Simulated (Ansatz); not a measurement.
Mn3ZnN:
```
Mn3ZnN
1.0
    3.95151     0.00000     0.00000
    0.00000     3.95151     0.00000
    0.00000     0.00000     3.95151
Mn Zn N
3 1 1
Direct
  0.00000   0.50000   0.50000
  0.50000   0.00000   0.50000
  0.50000   0.50000   0.00000
  0.00000   0.00000   0.00000
  0.50000   0.50000   0.50000
```
Starting moments (μB, in the order of the atoms Mn Mn Mn Zn N): 3.6 3.6 3.6 -0.1 0.0.

Relaxed with r²SCAN.

### Question
Map the spin density (μB/Å³) on the plane through (0.000, 0.500, 0.500) spanned by u = [1, 0, 0] and v = [0, 1, 1] in lattice vectors, from plane-wave PAW r²SCAN (Ansatz code).

### Answer
x is the fraction of u, y of v (the angle between them is 90°; rows are the nearest grid lines); atoms in the plane: Mn at (0.00, 0.00), Zn at (0.00, 0.50), N at (0.50, 0.00).
```
|973000000000000000379|
|762000000000000000267|
|331000000000000000133|
|000000000000000000000|
|000000000000000000000|
|000000000000000000000|
|000000000000000000000|
|000000000000000000000|
|000000000000000000000|
|000000000000000000000|
|000000000000000000000|
|000000000000000000000|
|000000000000000000000|
|000000000000000000000|
|000000000000000000000|
|000000000000000000000|
|000000000000000000000|
|000000000000000000000|
|000000000000000000000|
|000000000000000000000|
|000000000000000000000|
|331000000000000000133|
|762000000000000000267|
|973000000000000000379|
```
Scale: ten equal steps from -0.052 (start of '0') to 7.40 (end of '9'), in the order '0123456789'; x runs from 0.000 to 1.00, y from 0.000 (bottom) to 1.00 (top).

The density is the valence pseudo-density with augmentation charge, so density and ELF within about 1 Å of a nucleus are not all-electron values.

Space group Pm-3m (anti-perovskite). The workflow started from an entry of the Crystallography Open Database (COD). Its standing as an ambient phase is unchecked. The r²SCAN relaxation kept the symmetry of its start; its stability against distortions is not shown here. The final state is ferromagnetic, the only order run, not a proven ground state. Other orbital occupations within this spin state were not tried. No Hubbard U is applied. For itinerant 3d metals, meta-GGAs of the SCAN family and hybrids are commonly reported to give too large moments.

Potentials: the later of the program's two PAW sets.
